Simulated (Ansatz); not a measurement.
**Wurtzite alloy of GaN and ZnO (30 of 48 Ga sites, 30 of 48 N sites exchanged), 96 atoms**

Ansatz, PAW, plane waves. PBEsol relaxation of cell lengths and atoms (angles held) at the single k point (¼, ¼, ¼) without its symmetry partners; single points on the relaxed atoms at the single k point (¼, ¼, ¼) without its symmetry partners, onto which points of the small cell's zone fold. Arrangement: clustered. No spin–orbit coupling unless named.

Relaxed structure:

```xyz
96
Lattice="9.9092 0.0000 0.0000 0.0000 11.1638 0.0000 0.0000 0.0000 10.4931" Properties=species:S:1:pos:R:3 pbc="T T T"
Zn    1.6741    0.9283    2.6182
Zn    1.8626    0.7687    7.8323
Zn    0.0992    3.6104    2.6789
Zn    4.5553    0.8676    2.5856
Zn    4.7424    0.7700    7.8336
Zn    3.3800    3.6568    2.6321
Zn    3.3418    3.4988    7.9289
Zn    1.8809    6.4981    2.7496
Zn    1.7819    6.4701    8.0035
Zn    6.4822    3.6361    2.6178
Zn    4.9388    6.4960    2.6595
Zn    4.9318    6.4465    7.9120
Zn    3.3187    9.3417    2.6391
Zn    3.3188    9.3228    7.8073
Zn    6.3397    9.2967    2.6322
Zn    0.1122    1.8116    5.2491
Zn    3.2811    1.7690    5.1717
Zn    3.3026    1.8112   10.4623
Zn    1.6763    4.6025    5.2966
Zn    1.7772    4.7014    0.1925
Zn    6.4697    1.7885    5.1561
Zn    4.9296    4.5748    5.2039
Zn    4.7504    4.8008    0.2663
Zn    3.3828    7.5351    5.2792
Zn    3.2222    7.8269    0.2652
Zn    1.9054   10.3707    5.2238
Zn    1.7627   10.3057   10.4910
Zn    6.4630    7.5414    5.2548
Zn    4.8066   10.3610    5.1772
Zn    4.8242   10.3640   10.4863
Ga    0.0504    3.6823    7.9442
Ga    0.1022    9.3838    2.5548
Ga    0.1495    9.3806    7.9466
Ga    8.3157    0.9341    2.5507
Ga    8.2526    0.9435    7.8763
Ga    6.5962    3.6484    7.8930
Ga    8.1787    6.5596    2.5615
Ga    8.2422    6.5782    7.9275
Ga    6.4023    9.3150    7.9671
Ga    0.2093    1.7605    0.1204
Ga    0.0068    7.4576    5.2366
Ga    0.0363    7.5237    0.0245
Ga    6.5017    1.7625    0.0050
Ga    8.2665    4.6466    5.2268
Ga    8.3088    4.6065    0.0566
Ga    6.4161    7.5925    0.1674
Ga    8.2253   10.2393    5.1947
Ga    8.2291   10.1194   10.4614
N     9.7911    1.8704    1.9341
N     3.1477    1.9381    1.8726
N     3.2995    1.8334    7.1142
N     4.9979    4.6323    2.1159
N     3.3466    7.4088    2.0627
N     1.5969   10.1958    1.9620
N     1.5792   10.0996    7.1296
N     6.6650    7.4500    2.0218
N     4.9299   10.2793    1.9315
N     5.0412   10.1339    7.1097
N     1.5884    0.9731    4.5566
N     1.5908    1.0086    9.7352
N     4.9489    1.0041    4.4706
N     5.0117    1.0755    9.7402
N     9.7905    9.2521    9.8122
N     3.3178    9.2565    4.5808
N     3.3111    9.3497    9.7297
N     6.6740    9.2627    9.8273
O     9.6654    1.9956    7.2524
O     1.5282    4.7189    2.0898
O     1.4526    4.6460    7.2990
O     9.7503    7.4956    1.9451
O     9.7389    7.4660    7.1594
O     6.8441    1.8610    1.8377
O     6.8444    1.9532    7.1803
O     5.1587    4.5628    7.2620
O     3.3315    7.2232    7.2408
O     8.3274    4.7701    1.9142
O     8.2632    4.7189    7.2585
O     6.7436    7.4590    7.2822
O     8.3417   10.2738    1.9045
O     8.3011   10.3256    7.1513
O     9.8037    3.7935    4.7126
O     9.8357    3.7121    9.8428
O     3.2630    3.8271    4.6448
O     3.2946    4.0290    9.7549
O     1.4801    6.5195    4.7327
O     1.4269    6.5052    9.9069
O     9.6241    9.1438    4.4710
O     8.2497    0.8138    4.4823
O     8.2248    0.8385    9.7953
O     6.7668    3.7620    4.6781
O     6.9415    3.5775    9.7603
O     5.0232    6.4571    4.7552
O     5.4235    6.3497    9.7637
O     8.3540    6.4521    4.5556
O     8.3938    6.3985    9.8256
O     6.7665    9.3083    4.6162
```

Problem. What are the mean bond lengths by pair (pairs within 1.2 times the sum of covalent radii, less contacts 15 % beyond the pair's median; cation–cation pairs of compounds aside; long ionic contacts are cut short by that bound)?

Solution. Ga–N 1.849 ± 0.037 Å (standard deviation, 15 bonds); Ga–O 1.933 ± 0.084 Å (standard deviation, 54 bonds); N–Zn 1.945 ± 0.062 Å (standard deviation, 55 bonds); O–Zn 2.020 ± 0.099 Å (standard deviation, 47 bonds).

Problem. What gap lies between the top filled and the lowest empty level in the single points?

Solution. r²SCAN 0.40 eV (14 s on NVIDIA H100). Away from Γ this isn't the crystal's band gap.
